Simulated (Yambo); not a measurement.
HgO: sweep of GW parameters

G0W0@PBEsol for HgO (space group P3_121, No. 152) in Yambo. Reference settings: 3×3×1 Γ-centred k mesh, bands 25 to 330 and a 7 Ry block in the screening, 330 bands in G with the Bruneval-Gonze terminator, plasmon pole fitted at 27.2 eV. The PBEsol gap Γ → Γ on this mesh is 1.49 eV; G0W0 gaps are taken between the same points.

```tsv
change from the reference	G0W0 gap Γ → Γ (eV)	shift of the valence edge (eV)	rough Yambo cost
reference settings	2.56	-0.30	1
152 bands in W, 152 bands in G	2.60	-0.15	about 1/2
228 bands in W, 228 bands in G	2.57	-0.23	within a factor of two
152 bands in G	2.57	-0.28	–
228 bands in G	2.55	-0.29	–
178 bands in W	2.58	-0.20	within a factor of two
1 Ry block	3.39	-1.28	within a factor of two
3 Ry block	2.61	-0.37	within a factor of two
6 Ry block	2.55	-0.29	within a factor of two
pole fitted at 10 eV	2.48	-0.20	–
no random integration	2.52	-0.07	–
152 bands in G, no terminator	2.64	0.34	–
228 bands in G, no terminator	2.60	0.11	–
no terminator	2.60	-0.07	–
```

The reference isn't shown to be the converged limit. Costs are rough (shared machines), scaled to the same edge states, and given only for runs that recompute the screening. The mesh misses a band edge: along a dense path the PBEsol gap is 1.31 eV against 1.49 eV on the mesh.

Spin-orbit coupling is included.

Geometry relaxed with PBE+D3(BJ); primitive cell a = b = 3.6511 Å, c = 8.8290 Å, α = β = 90.00°, γ = 120.00°.

The structure is a Materials Project entry; no match was found in the copy of COD used, and its stability was not checked.

A shift is the quasiparticle energy of the state minus its PBEsol energy.
